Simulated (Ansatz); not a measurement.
Be2ZnTe5: rattling a relaxed structure

It was reached by relaxing an invented guess, and it needn't be the stable form of this composition.

Method: Ansatz, DFT PBE, scalar-relativistic, plane waves, PAW. Settings: cutoff 420 eV, Γ-centred mesh 8×8×8 on the computed 8-atom cell, Gaussian smearing of 0.02 eV; no spin polarisation.

The cell below (8 atoms, space group I4/m (No. 87)) is relaxed within its symmetry.

```cif
data_structure
_symmetry_space_group_name_H-M 'P 1'
_symmetry_Int_Tables_number 1
_cell_length_a 6.4691
_cell_length_b 6.4691
_cell_length_c 6.4691
_cell_angle_alpha 105.104
_cell_angle_beta 105.104
_cell_angle_gamma 118.611
_cell_volume 204.37
loop_
_atom_site_label
_atom_site_type_symbol
_atom_site_fract_x
_atom_site_fract_y
_atom_site_fract_z
_atom_site_occupancy
Be1 Be 0.75000 0.25000 0.50000 1
Be2 Be 0.25000 0.75000 0.50000 1
Zn1 Zn 0.50000 0.50000 0.00000 1
Te1 Te 0.34882 0.82511 0.17392 1
Te2 Te 0.65118 0.17489 0.82608 1
Te3 Te 0.82511 0.65118 0.47629 1
Te4 Te 0.17489 0.34882 0.52371 1
Te5 Te 0.00000 0.00000 0.00000 1
```

For the test it was strained at random (σ = 1.5 % a component), the atoms were moved at random (σ = 0.15 Å), and all was relaxed again on a coarse 4×4×4 mesh (in the run’s order of axes) with 0.10 eV smearing, with no symmetry imposed.

These runs have no spin–orbit coupling, which can matter for Te.

Question: Is the structure stable against such a distortion?

Answer: It doesn't return. The energy falls by 10 meV/atom on that mesh, the volume changes by 0.5 %, and the end has space group I4 (No. 79) at a loose tolerance. Relaxed again on an 8×8×8 mesh with 0.02 eV smearing, the new structure lies 10 meV/atom below the first (mesh in the axes of the run's cell; the cell below is made exact in the group named). Space group I4 (No. 79), tetragonal, a = 7.843 Å, c = 6.680 Å. Be has 4 Te at 2.46–2.47 Å; Zn has 5 Te at 2.78–2.85 Å; around Te on a site of symmetry 1 lie 2 Be at 2.46–2.47 Å, 1 Zn at 2.85 Å and 1 Te at 3.08 Å; around Te on a site of symmetry 4 lie 1 Zn at 2.78 Å and 4 Te at 3.08 Å.

```cif
data_structure
_symmetry_space_group_name_H-M 'I4'
_symmetry_Int_Tables_number 79
_cell_length_a 7.8435
_cell_length_b 7.8435
_cell_length_c 6.6798
_cell_angle_alpha 90.000
_cell_angle_beta 90.000
_cell_angle_gamma 90.000
_cell_volume 410.94
loop_
_atom_site_label
_atom_site_type_symbol
_atom_site_symmetry_multiplicity
_atom_site_Wyckoff_symbol
_atom_site_fract_x
_atom_site_fract_y
_atom_site_fract_z
_atom_site_occupancy
Be1 Be 4 b 0.00000 0.50000 0.23808 1
Zn1 Zn 2 a 0.00000 0.00000 0.57271 1
Te1 Te 8 c 0.85137 0.32331 0.48933 1
Te2 Te 2 a 0.00000 0.00000 0.98933 1
```
